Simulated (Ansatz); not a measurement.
Al3Pt2:
```
CELL_PARAMETERS angstrom
      4.17588     0.00000     0.00000
     -2.08794     3.61642     0.00000
      0.00000     0.00000     5.14373
ATOMIC_POSITIONS crystal
  Al 0.00000 0.00000 0.00000
  Al 0.33333 0.66667 0.64658
  Al 0.66667 0.33333 0.35342
  Pt 0.33333 0.66667 0.16468
  Pt 0.66667 0.33333 0.83532
```

Relaxed with LDA. Special points in fractions of this cell's reciprocal vectors: Γ (0.000, 0.000, 0.000); M (0.500, 0.000, 0.000); K (0.333, 0.333, 0.000); A (0.000, 0.000, 0.500); L (0.500, 0.000, 0.500); H (0.333, 0.333, 0.500).

Problem. List the band energies nearest the Fermi level at these points for DFT-LDA in the program Ansatz with PAW potentials.

Solution. In eV from the Fermi level; about four levels below and three above (degenerate sets whole), none deeper than 8.9 eV; points with the same levels are listed once.

| k | below | above |
|---|---|---|
| Γ | -2.81 -2.81 -2.72 -2.11 | 1.54 1.54 3.15 |
| M | -2.65 -2.23 -2.19 -1.80 | 1.67 2.47 3.23 |
| K | -3.58 -3.58 -0.95 -0.95 | 1.33 2.43 2.43 |
| A | -3.46 -3.46 -2.96 -2.96 | 2.17 2.56 2.56 |
| L | -3.12 -3.04 -1.68 -0.33 | 2.18 2.63 3.80 |
| H | -2.93 -2.93 -2.41 -2.41 -2.37 | 0.41 5.06 6.26 6.26 |

Space group P-3m1 (La2O3 or Ni2Al3 type). The workflow started from a Materials Project entry (that database holds measured and hypothetical structures alike); the Crystallography Open Database copy checked does not list it. Its standing as an ambient phase is unchecked. Symmetry was held in the LDA relaxation; whether a distortion lowers the energy is not shown. No spin polarisation was allowed. Scalar-relativistic: spin–orbit coupling is off unless named, which matters more the heavier the elements.

Potentials: the later of the program's two PAW sets.
